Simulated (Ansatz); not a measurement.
Values for one crystal, relaxed and computed with PBEsol (plane waves, PAW; program Ansatz); other levels are named.

Volume per atom: 8.34 Å³
Electronic character: metallic (no gap)
Pressure derivative B′: 4.3
Bulk modulus (Birch–Murnaghan fit): 299 GPa
Density of states at the Fermi level: 0.43 states/eV per atom (mean over ±0.08 eV)
Formation energy from the elements (no fitted shifts): -0.43 eV/atom

Task: Which of these materials gives this?
A) VSi2, P6_222 (V on 3d, Si on 6j)
B) Si2Mo3, P4/mbm (Si on 4g, Mo on 2a, Mo on 4h)
C) Mn2SiB2, Cmmm (Si on 2a, Mn on 4j, B on 4i)
D) Mn3RhN, anti-perovskite

Result: C, Mn2SiB2, Cmmm (Si on 2a, Mn on 4j, B on 4i)

The start of the workflow was typed in or built on a structure type; neither database checked (COD, Materials Project) lists it. Its standing as an ambient phase is unchecked. The cell was relaxed with PBEsol under the symmetry of its start; whether a distortion lowers the energy is not shown. The workflow began spin-polarised and lost its moments. The references are the lowest solids computed at this level, not always the standard phases.

Potentials: the later of the program's two PAW sets.
